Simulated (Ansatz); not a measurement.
Consider the following.

AlN:
```cif
data_Al2N2
_chemical_formula_sum 'Al2 N2'
_space_group_name_H-M_alt 'P63mc'
_space_group_IT_number 186
_space_group_name_Hall 'P 6c -2c'
_cell_length_a 3.08881
_cell_length_b 3.08881
_cell_length_c 4.94311
_cell_angle_alpha 90.000
_cell_angle_beta 90.000
_cell_angle_gamma 120.000
loop_
_atom_site_label
_atom_site_type_symbol
_atom_site_symmetry_multiplicity
_atom_site_Wyckoff_symbol
_atom_site_fract_x
_atom_site_fract_y
_atom_site_fract_z
_atom_site_occupancy
Al1 Al 2 b 0.66667 0.33333 0.00359 1
N1 N 2 b 0.33333 0.66667 0.12161 1
```

This is the LDA-relaxed structure.

**Question.** All from LDA in the plane-wave PAW code Ansatz, unless another level is named. Estimate the formation energy from the elements (no fitted shifts).

**Answer.** -1.67 eV/atom.

**Question.** Predict the band gap.

**Answer.** 4.42 eV (direct).

**Question.** And the electron effective mass?

**Answer.** 0.32 mₑ (isotropic).

**Question.** What about the hole effective mass?

**Answer.** 0.25, 4.4, 4.4 mₑ (principal values).

**Question.** Give the weight of the valence-edge state by species (Voronoi cells).

**Answer.** N 88 %, Al 12 %.

Space group P6_3mc (wurtzite). The cell was relaxed with LDA under the symmetry of its start; phonons on a q-mesh show no instability. The references are the lowest solids computed at this level, not always the standard phases (solids in place of the gases).

Potentials: the later of the program's two PAW sets.
